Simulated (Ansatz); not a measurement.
ZrSi:
```
ZrSi
1.0
    1.86473    -4.94039     0.00000
    1.86473     4.94039     0.00000
    0.00000     0.00000     3.74268
Zr Si
2 2
Direct
  0.64528   0.35472   0.75000
  0.35472   0.64528   0.25000
  0.92148   0.07852   0.75000
  0.07852   0.92148   0.25000
```

Relaxed with PBEsol.

Q: Map the valence electron density (e/Å³), cut off at 0.8 on the plane through (0.645, 0.355, 0.750) spanned by u = [1, 1, 0] and v = [1, -1, 0] in lattice vectors, from PBEsol in the plane-wave PAW code Ansatz.

A: x is the fraction of u, y of v (the angle between them is 90°; rows are the nearest grid lines); atoms in the plane: Zr at (0.00, 0.00), Zr at (0.50, 0.50), Si at (0.00, 0.28), Si at (0.50, 0.78).
```
|@@@@@#:......:#@@@@@|
|@@@@@=:......:=@@@@@|
|@@@@=::::::::::=@@@@|
|::::::--------::::::|
|...:--==-::-==--:...|
|...:-==:.  .:==-:...|
|...:-==-:  :-==-:...|
|....:-==++++==-:....|
|  ....::----::....  |
|   ...:=*##*=:...   |
|  ...-*@@@@@@*-...  |
|....-@@@@@@@@@@-....|
|....-@@@@@@@@@@-....|
|:::::-*@@@@@@*-:::::|
|::::::-=+**+=-::::::|
|====-::......::-====|
|  :==-::....::-==:  |
| .:===::....::===:. |
|--=+=-:......:-=+=--|
|===-::...  ...::-===|
|--::....    ....::--|
|@@@@=:..    ..:=@@@@|
|@@@@@-...  ...-@@@@@|
|@@@@@#:......:#@@@@@|
```
Scale: ten equal steps from 0.056 (start of ' ') to 0.800 (end of '@'), in the order ' .:-=+*#%@'; x runs from 0.000 to 1.00, y from 0.000 (bottom) to 1.00 (top).

The density is the valence pseudo-density with augmentation charge, so density and ELF within about 1 Å of a nucleus are not all-electron values.

Space group Cmcm. The workflow started from a Materials Project entry (that database holds measured and hypothetical structures alike); the Crystallography Open Database files this formula in space group No. 63, but the cells were not matched. Its standing as an ambient phase is unchecked. The cell was relaxed with PBEsol under the symmetry of its start; its stability against distortions is not shown here. No spin polarisation was allowed.

Potentials: the later of the program's two PAW sets.
